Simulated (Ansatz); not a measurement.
Ti:
```yaml
crystal:
  lattice:
    - [2.93934, 0.00000, 0.00000]
    - [-1.46967, 2.54554, 0.00000]
    - [0.00000, 0.00000, 4.64815]
  atoms:
    - { symbol: Ti, position: [0.33333, 0.66667, 0.75000] }
    - { symbol: Ti, position: [0.66667, 0.33333, 0.25000] }
```

Relaxed with PBE. Special points in fractions of this cell's reciprocal vectors: Γ (0.000, 0.000, 0.000); M (0.500, 0.000, 0.000); K (0.333, 0.333, 0.000); A (0.000, 0.000, 0.500); L (0.500, 0.000, 0.500); H (0.333, 0.333, 0.500).

### Question
List the band energies nearest the Fermi level at these points for plane-wave PAW PBE (Ansatz code).

### Answer
In eV from the Fermi level; about four levels below and three above (degenerate sets whole), none deeper than 8.9 eV; points with the same levels are listed once.

| k | below | above |
|---|---|---|
| Γ | -6.19 -2.69 | 0.76 0.77 0.77 |
| M | -2.35 -2.17 -1.85 -0.65 | 0.47 0.63 1.18 |
| K | -1.70 -1.40 -1.40 -1.31 | 0.22 0.22 1.50 |
| A | -4.34 -4.34 | 0.08 0.08 0.67 0.67 0.67 0.67 |
| L | -2.55 -2.55 -0.82 -0.82 | 1.31 1.31 1.72 1.72 |
| H | -1.08 -1.08 -0.23 -0.23 | 1.67 1.67 3.15 3.15 |

Space group P6_3/mmc (hcp (Mg type)). Symmetry was held in the PBE relaxation. The run is not spin-polarised.

Potentials: the later of the program's two PAW sets.
